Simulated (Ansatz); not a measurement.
ZnS (wurtzite, space group No. 186), LDA (plane waves, PAW; program Ansatz). The conduction-band minimum lies at Γ, with 1 equivalent valley. Second derivatives d²E/dk² of the lowest band at one valley (eV·Å²), along Cartesian directions:

| direction | d²E/dk² |
|---|---|
| [100] | 42.31 |
| [010] | 42.31 |
| [001] | 49.10 |
| [110] | 42.31 |
| [101] | 45.72 |
| [011] | 45.72 |

Task: Find the principal effective masses, the density-of-states mass and the conductivity mass.

Result: Off-diagonal terms follow from H_xy = H[110] − (H_xx + H_yy)/2, and m*/mₑ = 7.620 eV·Å² over each eigenvalue: 0.16, 0.18, 0.18. One valley's DOS mass (m₁m₂m₃)^(1/3) = 0.17, conductivity mass 3/(Σ 1/mᵢ) = 0.17 mₑ.

Task: What effective density of states Nc follows at 300 K for parabolic valleys?

Result: Nc = 2.509e19 × 1 × (0.17)^(3/2) ≈ 1.8e18 cm⁻³.

Task: With the computed static dielectric constant 8.66 (mean of the diagonal), estimate a hydrogenic donor's binding energy and radius.

Result: E = 13.606 eV × 0.17/8.66² ≈ 31 meV; a = 0.529 Å × ε/m* ≈ 27 Å. Semilocal masses tend to be too small where the gap is.

Space group P6_3mc (wurtzite). The cell was relaxed with LDA under the symmetry of its start; phonons on a q-mesh show no instability.

Potentials: the later of the program's two PAW sets.
